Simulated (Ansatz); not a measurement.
V5Si3:
```xyz
16
Lattice="-4.6539 4.6539 2.3390 4.6539 -4.6539 2.3390 4.6539 4.6539 -2.3390" Properties=species:S:1:pos:R:3 pbc="T T T"
V      0.6959     7.2139     0.0000
V      3.9580    -2.5600     2.3390
V      2.0939     0.6959     0.0000
V      2.5600     3.9580     2.3390
V      0.6959     2.0939     2.3390
V      3.9580     2.5600     0.0000
V      2.0939    -0.6959     2.3390
V      2.5600     5.3498     0.0000
V      4.6539     0.0000     1.1695
V      0.0000     4.6539     1.1695
Si     6.1990     1.5451     0.0000
Si    -1.5451     3.1088     2.3390
Si     3.1088     1.5451     2.3390
Si     1.5451     3.1088     0.0000
Si     0.0000     0.0000     3.5085
Si     0.0000     0.0000     1.1695
```

Relaxed with PBEsol. Special points in fractions of this cell's reciprocal vectors: Γ (0.000, 0.000, 0.000); X (0.000, 0.000, 0.500); M (-0.500, 0.500, 0.500); Z (0.313, 0.313, -0.313); Z0 (-0.313, 0.687, 0.313); P (0.250, 0.250, 0.250); N (0.000, 0.500, 0.000).

**Question.** List the band energies nearest the Fermi level at these points for the program Ansatz at the PBEsol level (PAW).

**Answer.** In eV from the Fermi level; about four levels below and three above (degenerate sets whole), none deeper than 8.9 eV; points with the same levels are listed once.

```
k                    below                above
-  -----------------------  -------------------
Γ  -0.57 -0.52 -0.12 -0.12       0.49 0.49 0.52
X  -0.61 -0.61 -0.50 -0.16       0.01 0.31 0.32
M  -0.71 -0.51 -0.31 -0.25       0.05 0.05 0.18
Z  -0.45 -0.41 -0.41 -0.02       0.45 0.45 0.63
P  -0.20 -0.20 -0.12 -0.12  0.21 0.21 0.25 0.25
N  -0.46 -0.46 -0.11 -0.11  0.04 0.04 0.30 0.30
```

Space group I4/mcm. The workflow started from a Materials Project entry (that database holds measured and hypothetical structures alike); the Crystallography Open Database files this formula in space group No. 140, but the cells were not matched. Whether it is the stable phase at ambient conditions was not checked. Symmetry was held in the PBEsol relaxation; its stability against distortions is not shown here. No spin polarisation was allowed.

Potentials: the later of the program's two PAW sets.
